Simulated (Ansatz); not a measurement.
The relaxed structure here is a generated cell of MgS: the first start was made by a random draw of sites in a space group, and the end was not matched to a known phase here, so it may be hypothetical. Known forms of MgS include space group No. 216, 225.

One stationary structure of MgS. Space group P4/mmm (No. 123). These are r2SCAN (plane waves to 500 eV, PAW, scalar-relativistic; Ansatz, a quantum-chemistry and plane-wave program) values and carry that method's errors.

```cif
data_Mg3S3
_chemical_formula_sum 'Mg3 S3'
_space_group_name_H-M_alt 'P 1'
_space_group_IT_number 1
_cell_length_a 4.63957
_cell_length_b 4.63957
_cell_length_c 6.04062
_cell_angle_alpha 90.000
_cell_angle_beta 90.000
_cell_angle_gamma 90.000
loop_
_space_group_symop_operation_xyz
  'x, y, z'
loop_
_atom_site_label
_atom_site_type_symbol
_atom_site_fract_x
_atom_site_fract_y
_atom_site_fract_z
_atom_site_occupancy
Mg1 Mg 0.50000 0.50000 0.76529 1
Mg2 Mg 0.50000 0.50000 0.23471 1
Mg3 Mg 0.00000 0.00000 0.00000 1
S1 S 0.00000 0.50000 0.00000 1
S2 S 0.50000 0.00000 0.00000 1
S3 S 0.00000 0.00000 0.50000 1
```

- Volume per atom = 21.67 Å³
- Band gap = no gap (metallic)
- Shortest distances = Mg–S 2.32 Å; Mg–Mg 2.84 Å; S–S 3.28 Å
- k-mesh = 10×10×8

Band energies at high-symmetry points (eV from the Fermi level; labels of this space group; no spin-orbit coupling), from −5 eV up to 4.8 eV:

```tsv
point	energies
Γ	-4.53 -4.53 -4.21 -1.31 -1.01 -1.01 -0.45 -0.32 -0.32 0.05 2.05
X	-3.90 -3.29 -3.20 -3.15 -3.12 -2.78 -1.97 -0.14 -0.13 2.39 4.12 4.65
M	-2.44 -2.44 -1.29 -1.29 -1.29 -0.59 -0.18 0.52 2.49
Z	-4.49 -4.49 -3.71 -1.40 -1.28 -0.97 -0.97 -0.62 -0.62 0.90 1.29
R	-3.77 -3.72 -3.52 -3.28 -3.08 -2.49 -0.61 -0.54 -0.38 2.19 4.47 4.73
A	-3.06 -3.06 -0.59 -0.47 -0.39 -0.23 -0.23 -0.18 4.46
```

No spin polarisation in the result.

The run could not lose the symmetry of its start, so the end can be a saddle point.
